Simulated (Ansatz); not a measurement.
Polymorphs of TaN, each relaxed with r²SCAN in the plane-wave PAW code Ansatz:

A: P-6m2
a = b = 2.936 Å, c = 2.885 Å, α = β = 90.00°, γ = 120.00°

| atom | site | symmetry | x | y | z |
|---|---|---|---|---|---|
| Ta | 1b | -6m2 | 0.0000 | 0.0000 | 0.5000 |
| N | 1e | -6m2 | 0.6667 | 0.3333 | 0.0000 |

B: Pm-3m
a = b = c = 4.230 Å, α = β = γ = 90.00°

```csv
atom,site,symmetry,x,y,z
Ta,3c,4/mm.m,0.0000,0.5000,0.5000
N,3d,4/mm.m,0.0000,0.0000,0.5000
```

**Question.** Put the candidates in order of energy per atom at 0 K, lowest first, for r²SCAN.

**Answer.** A (+0 meV/atom), B (+501 meV/atom)

Typed or built starts, not in the databases checked: B. Not the usual ambient phase: A; B. All cells were relaxed under the symmetry of their starts (and spin orders); stability against distortions was not tested throughout. Rows with no word on spin ran without spin polarisation. Scalar-relativistic: spin–orbit coupling is off unless named, which matters more the heavier the elements.

Energies hold the estimated change up to a 700 eV cutoff; steps of a few meV lie near the error of the meshes.

Potentials: the earlier of the program's two PAW sets.
